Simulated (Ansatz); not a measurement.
## Stability checks on a candidate for Mg3ZnS4

It was reached by relaxing an invented guess, and it needn't be the stable form of this composition.

The calculation used DFT PBE, scalar-relativistic, plane waves, PAW in Ansatz 0.2.0. Settings of the last relaxation (8-atom cell): 420 eV, 6×6×8 k points, Gaussian smearing of 0.02 eV, no spin polarisation.

```yaml
crystal:
  lattice:
    - [3.67225, -5.21346, 0.00000]
    - [3.67225, 5.21346, 0.00000]
    - [0.00000, 0.00000, 3.67608]
  atoms:
    - { symbol: Mg, position: [0.00000, 0.50000, 0.50000] }
    - { symbol: Mg, position: [0.50000, 0.00000, 0.50000] }
    - { symbol: Mg, position: [0.50000, 0.50000, 0.00000] }
    - { symbol: Zn, position: [0.00000, 0.00000, 0.00000] }
    - { symbol: S, position: [0.75008, 0.24992, 0.00000] }
    - { symbol: S, position: [0.75624, 0.75624, 0.50000] }
    - { symbol: S, position: [0.24376, 0.24376, 0.50000] }
    - { symbol: S, position: [0.24992, 0.75008, 0.00000] }
```

Energies over the elements count from the elements' standard structures at the same level, with no fitted energy shifts.

Question: These tests were run: energy against the elements; random kick, then relaxation without symmetry; phonons on a 1×1×2 q mesh; elastic tensor. What do they show?

Answer:

```json
{"test": "energy against the elements", "result": "−1.199 eV/atom"}
{"test": "random kick, then relaxation without symmetry", "result": "returns"}
{"test": "phonons on a 1×1×2 q mesh", "result": "no imaginary mode on the mesh"}
{"test": "elastic tensor", "result": "least eigenvalue 34 GPa"}
```

It fails none of these tests. Whether a mixture of other phases lies lower isn't tested here.

The reference form of S is held partly by dispersion forces, which this level lacks. The kick test ran on a coarse mesh. The run for the phonons used a 6×6×8 k mesh. The run for the elastic tensor used a 6×6×8 k mesh.
